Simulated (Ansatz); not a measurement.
ZnHgTe2 in space group R3m (No. 160; Zn on 3a, Hg on 3a, Te on 3a, Te on 3a), the program Ansatz at the LDA level (PAW), all energies at zero smearing, with the estimated change up to a 700 eV cutoff added, with one set of potentials and settings (totals compare only within such a set). Cell of 4 atoms (1 Zn, 1 Hg, 2 Te): -30424.054 eV.

```tsv
element	reference phase	E (eV/atom)
Zn	P6_3/mmc, 2 atoms in the cell	-3246.2618
Hg	C2/m, 1 atoms in the cell	-13522.4424
Te	P3_121, 3 atoms in the cell	-6827.2001
```

Formation energy per atom, worked out: (-30424.054 − 1×(-3246.2618) − 1×(-13522.4424) − 2×(-6827.2001))/4 = -0.237 eV/atom (-23 kJ per mol of atoms), at 0 K, without zero-point energy or fitted corrections.

The first step of the workflow began from a Materials Project structure, measured or hypothetical; the Crystallography Open Database copy checked does not list it. Its standing as an ambient phase is unchecked. Symmetry was held in the LDA relaxation; its stability against distortions is not shown here. The references are the lowest solids computed at this level, not always the standard phases. Scalar-relativistic: spin–orbit coupling is off unless named, which matters more the heavier the elements.

Potentials: the later of the program's two PAW sets.
